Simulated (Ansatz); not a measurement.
Input file for Ansatz (a program for electronic structure):

Ansatz 0.2 input:
```yaml
crystal:
  lattice:
    - [4.7491374753, 0.0, 0.0]
    - [-2.3745687377, 4.1128736997, 0.0]
    - [0.0, 0.0, 6.5479534257]
  atoms:
    - { symbol: V, position: [0.5, 0.0, 0.0] }
    - { symbol: V, position: [0.5, 0.5, 0.3333333333] }
    - { symbol: V, position: [0.0, 0.5, 0.6666666667] }
    - { symbol: Ge, position: [0.8336500865, 0.667300173, 0.0] }
    - { symbol: Ge, position: [0.1663499135, 0.8336500865, 0.3333333333] }
    - { symbol: Ge, position: [0.332699827, 0.1663499135, 0.6666666667] }
    - { symbol: Ge, position: [0.1663499135, 0.332699827, 0.0] }
    - { symbol: Ge, position: [0.8336500865, 0.1663499135, 0.3333333333] }
    - { symbol: Ge, position: [0.667300173, 0.8336500865, 0.6666666667] }
kpoints:
  mp_grid: { grid: [7, 7, 5] }
  band_path:
    path:
      - [[0.0, 0.0, 0.0], [0.5, 0.0, 0.0], [0.3333333333, 0.3333333333, 0.0], [0.0, 0.0, 0.0], [0.0, 0.0, 0.5], [0.5, 0.0, 0.5], [0.3333333333, 0.3333333333, 0.5], [0.0, 0.0, 0.5]]  # Γ-M-K-Γ-A-L-H-A
      - [[0.5, 0.0, 0.5], [0.5, 0.0, 0.0]]  # L-M
      - [[0.3333333333, 0.3333333333, 0.5], [0.3333333333, 0.3333333333, 0.0]]  # H-K
    npoints: 8
basis: { xc_grid: 2 }
hamiltonian:
  xc: pbesol
  pseudopotentials: { kind: paw }
magnetization: { noncollinear: true, spin_orbit: true }
scf:
  n_extra_bands: 19
  convergence: { dr2_threshold: 0.0000000001 }
  occupations: { method: gaussian, width: 0.05 }
output: { eigenvalues: true }
```

Output (shortened):

```
Pseudopotential: V, paw_fr, valence charge 13
Pseudopotential: Ge, paw_fr, valence charge 14
Functional definition: PBEsol
non-collinear run that drives no moment, with spin-orbit …
Crystal: 9 atoms, lattice volume = 127.899 Å³
Basis set: ecut = 420 eV, 2499 PW (Γ), exchange–correlation on 64×64×90 points (8 copies of the dense FFT grid, shifted against one another)
Bands: 142, of which v1, the nominal top of the filled ones, is band 123 counted from 1 (122 counted from 0)
Symmetry: 12 space group operations + 12 with time reversal
k-points: 24 of 245 (time reversal used)
Projection manifold: j_resolved (fully-relativistic pseudo-atomic orbitals)
SCF iter   1: F=—  HF=-34183.158570 eV  |F-HF|=—  |Δ(HF+E_count)|=         —  Δρ=8.72e-2  dr2=1.91e1  dr2_m=0.00e0 (ungated)  ethr=3.10e-3  |M|=0.00e0 ∫|m|=0.00e0 μB  |m|>n=0.0e0 m-floor=0.0e0 τ_xc=0.0e0  β_m=0.30  ⟨swp⟩=5.5  Hψ=13443  notcnv=0  defer=18
preconditioner: auto → Kerker (q_TF=auto, 2.711 Å⁻¹)
spin=Noncollinear: Kerker preconditioning applied to the charge; magnetization (m_x, m_y, m_z) channels mix plain (no charge-response kernel on spin).
SCF iter   2: F=—  HF=-34181.019821 eV  |F-HF|=—  |Δ(HF+E_count)|=    2.14e0  Δρ=3.57e-2  dr2=2.71e0  dr2_m=0.00e0 (ungated)  ethr=3.10e-3  |M|=0.00e0 ∫|m|=0.00e0 μB  |m|>n=0.0e0 m-floor=0.0e0 τ_xc=0.0e0  β_m=0.34  ⟨swp⟩=3.1  Hψ=6889  notcnv=0  defer=238
SCF iter   3: F=—  HF=-34180.521845 eV  |F-HF|=—  |Δ(HF+E_count)|=   4.98e-1  Δρ=2.54e-2  dr2=1.37e0  dr2_m=0.00e0 (ungated)  ethr=2.20e-3  |M|=0.00e0 ∫|m|=0.00e0 μB  |m|>n=0.0e0 m-floor=0.0e0 τ_xc=0.0e0  β_m=0.57  ⟨swp⟩=2.0  Hψ=3364  notcnv=0  defer=238
SCF iter   4: F=—  HF=-34180.096801 eV  |F-HF|=—  |Δ(HF+E_count)|=   4.25e-1  Δρ=6.57e-3  dr2=6.21e-2  dr2_m=0.00e0 (ungated)  ethr=1.12e-3  |M|=0.00e0 ∫|m|=0.00e0 μB  |m|>n=0.0e0 m-floor=0.0e0 τ_xc=0.0e0  β_m=0.65  ⟨swp⟩=3.6  Hψ=6187  notcnv=0  defer=238
SCF iter   5: F=—  HF=-34180.085168 eV  |F-HF|=—  |Δ(HF+E_count)|=   1.16e-2  Δρ=2.25e-3  dr2=7.33e-3  dr2_m=0.00e0 (ungated)  ethr=5.05e-5  |M|=0.00e0 ∫|m|=0.00e0 μB  |m|>n=0.0e0 m-floor=0.0e0 τ_xc=0.0e0  β_m=0.68  ⟨swp⟩=1.1  Hψ=3946  notcnv=0  defer=234
SCF iter   6: F=—  HF=-34180.083266 eV  |F-HF|=—  |Δ(HF+E_count)|=   1.90e-3  Δρ=1.00e-3  dr2=1.83e-3  dr2_m=0.00e0 (ungated)  ethr=5.96e-6  |M|=0.00e0 ∫|m|=0.00e0 μB  |m|>n=0.0e0 m-floor=0.0e0 τ_xc=0.0e0  β_m=0.84  ⟨swp⟩=3.0  Hψ=6209  notcnv=0  defer=234
SCF iter   7: F=—  HF=-34180.083155 eV  |F-HF|=—  |Δ(HF+E_count)|=   1.10e-4  Δρ=3.58e-4  dr2=1.51e-4  dr2_m=0.00e0 (ungated)  ethr=1.48e-6  |M|=0.00e0 ∫|m|=0.00e0 μB  |m|>n=0.0e0 m-floor=0.0e0 τ_xc=0.0e0  β_m=0.89  ⟨swp⟩=2.0  Hψ=3935  notcnv=0  defer=234
SCF iter   8: F=—  HF=-34180.083132 eV  |F-HF|=—  |Δ(HF+E_count)|=   2.35e-5  Δρ=6.26e-5  dr2=6.05e-6  dr2_m=0.00e0 (ungated)  ethr=1.23e-7  |M|=0.00e0 ∫|m|=0.00e0 μB  |m|>n=0.0e0 m-floor=0.0e0 τ_xc=0.0e0  β_m=0.94  ⟨swp⟩=2.2  Hψ=5215  notcnv=0  defer=234
SCF iter  12: F=-34180.083184 eV  HF=-34180.083184 eV  |F-HF|=2.91e-11  |Δ(HF+E_count)|=  1.02e-10  Δρ=1.88e-7  dr2=3.86e-11  dr2_m=0.00e0 (ungated)  ethr=1.00e-12  |M|=0.00e0 ∫|m|=0.00e0 μB  |m|>n=0.0e0 m-floor=0.0e0 τ_xc=0.0e0  ⟨swp⟩=9.0  Hψ=9378  notcnv=0
SCF 1 converged in 12 iterations: F = -34180.083184 eV  dr2 = 3.86e-11
NSCF: frozen V_eff on 75 k-points
SCF converged after 12 iterations
Magnetization: |M| = 0.0000 μB,  M = (+0.0000, +0.0000, +0.0000) μB
Absolute magnetization: 0.0000 μB (∫|m|)
  site 0: m = (+0.0000, +0.0000, +0.0000) μB, |m| = 0.0000 μB  (R = 1.06 Å)
  site 1: m = (+0.0000, +0.0000, +0.0000) μB, |m| = 0.0000 μB  (R = 1.06 Å)
  site 2: m = (+0.0000, +0.0000, +0.0000) μB, |m| = 0.0000 μB  (R = 1.06 Å)
  site 3: m = (+0.0000, +0.0000, +0.0000) μB, |m| = 0.0000 μB  (R = 1.06 Å)
  site 4: m = (+0.0000, +0.0000, +0.0000) μB, |m| = 0.0000 μB  (R = 1.06 Å)
  site 5: m = (+0.0000, +0.0000, +0.0000) μB, |m| = 0.0000 μB  (R = 1.06 Å)
  site 6: m = (+0.0000, +0.0000, +0.0000) μB, |m| = 0.0000 μB  (R = 1.06 Å)
  site 7: m = (+0.0000, +0.0000, +0.0000) μB, |m| = 0.0000 μB  (R = 1.06 Å)
  site 8: m = (+0.0000, +0.0000, +0.0000) μB, |m| = 0.0000 μB  (R = 1.06 Å)
Free energy (F): -34180.083184 eV
Harris-Foulkes:  -34180.083184 eV  (|F-HF|=2.91e-11)
Internal energy: -34180.072344 eV  (E = F + TS)
E sigma→0 (E₀):  -34180.077764 eV
Entropy (-TS):   -0.010840 eV (-1.204 meV/atom)
Fermi energy:    15.709120 eV
--- Per-component energies (eV) ---
  E_band       = -795.463494
  E_kinetic    = 1693.462700
  E_local      = -14236.638971  (includes V_loc(G=0)·N_el)
  E_nonlocal   = 2393.740724
  E_hartree    = 6363.191269
  E_xc         = -848.052696
  E_vxc        = -895.863581  (∫ρ·V_xc dr)
  E_paw        = -15138.603538  (= ΣΔE_a)
  E_vpaw       = -2476.549941  (= ΣTr[D̂ρ^β])
  E_aug_tail   = 0.002813  (compensation charges beyond the density's cutoff)
  E_ewald      = -14413.152306
  E_core_change = 5.977660  (= ΣΔE_core)
  E_smearing   = -0.010840  (= −TS)
  E_closure    =  0.000000  (closes the sum)
  Σ components = -34180.083184   (vs F -34180.083184, Δ=0.00e0)
  [band-id]    e_kinetic+e_local+e_nonlocal+2·e_hartree+e_vxc+e_vpaw+e_augmentation_tail = -795.463719   (vs E_band -795.463494, Δ=-2.25e-4)
--- Band table (eV; the first three rows and the last of 24) ---
  k-point 0: bands = ["-48.2652", "-48.2652", "-48.2556", "-48.2556", "-48.2556", "-48.2556", "-22.8247", "-22.8247", "-22.8227", "-22.8227", "-22.7891", "-22.7891", "-22.0406", "-22.0406", "-22.0239", "-22.0239", "-21.9875", "-21.9875", "-21.9562", …
  k-point 1: bands = ["-48.2647", "-48.2647", "-48.2581", "-48.2581", "-48.2536", "-48.2536", "-22.8308", "-22.8294", "-22.8163", "-22.8140", "-22.7917", "-22.7908", "-22.0449", "-22.0339", "-22.0323", "-22.0120", "-21.9969", "-21.9841", "-21.9557", …
  k-point 2: bands = ["-48.2631", "-48.2631", "-48.2608", "-48.2608", "-48.2526", "-48.2526", "-22.8337", "-22.8332", "-22.8069", "-22.8047", "-22.7981", "-22.7964", "-22.0450", "-22.0412", "-22.0212", "-22.0088", "-21.9997", "-21.9892", "-21.9524", …
  k-point 23: bands = ["-48.2618", "-48.2618", "-48.2582", "-48.2582", "-48.2562", "-48.2562", "-22.8223", "-22.8213", "-22.8152", "-22.8143", "-22.8033", "-22.8030", "-22.0357", "-22.0297", "-22.0274", "-22.0132", "-22.0033", "-22.0023", "-21.9587", …
```

Cost: very roughly 8 core-minutes on shared cores.

Space group P6_222. The first step of the workflow began from a Materials Project structure, measured or hypothetical; the Crystallography Open Database copy checked does not list it. Whether it is the stable phase at ambient conditions was not checked. The cell was relaxed with PBEsol under the symmetry of its start; its stability against distortions is not shown here. No spin polarisation was allowed.

Potentials: the later of the program's two PAW sets.

Ansatz is a plane-wave DFT program.
